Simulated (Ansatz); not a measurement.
ZnSe:
```
ZnSe
1.0
    0.00000     2.86632     2.86632
    2.86632     0.00000     2.86632
    2.86632     2.86632     0.00000
Zn Se
1 1
Direct
  0.00000   0.00000   0.00000
  0.25000   0.25000   0.25000
```

Relaxed with PBE. Special points in fractions of this cell's reciprocal vectors: Γ (0.000, 0.000, 0.000); X (0.500, 0.000, 0.500); U (0.625, 0.250, 0.625); K (0.375, 0.375, 0.750); L (0.500, 0.500, 0.500); W (0.500, 0.250, 0.750).

List the band energies nearest the valence-band maximum at these points for DFT-PBE in the program Ansatz with PAW potentials.

In eV from the valence-band maximum; about four levels below and three above (degenerate sets whole), none deeper than 8.9 eV; … stands for higher levels left out; points with the same levels are listed once.

```tsv
k	below	above
Γ	-6.08 -6.08 0.00 0.00 0.00	1.15 …
X	-5.92 -4.60 -2.07 -2.07	3.07 3.46 10.47
U	-5.84 -4.55 -2.92 -1.69	3.61 5.52 8.94
L	-5.94 -5.01 -0.82 -0.82	2.48 6.39 6.39
W	-5.81 -4.52 -2.62 -2.51	5.39 5.48 6.89
```

Space group F-43m (zinc blende). The cell was relaxed with PBE under the symmetry of its start. Spin–orbit coupling is left out wherever it is not named.

Potentials: the earlier of the program's two PAW sets.
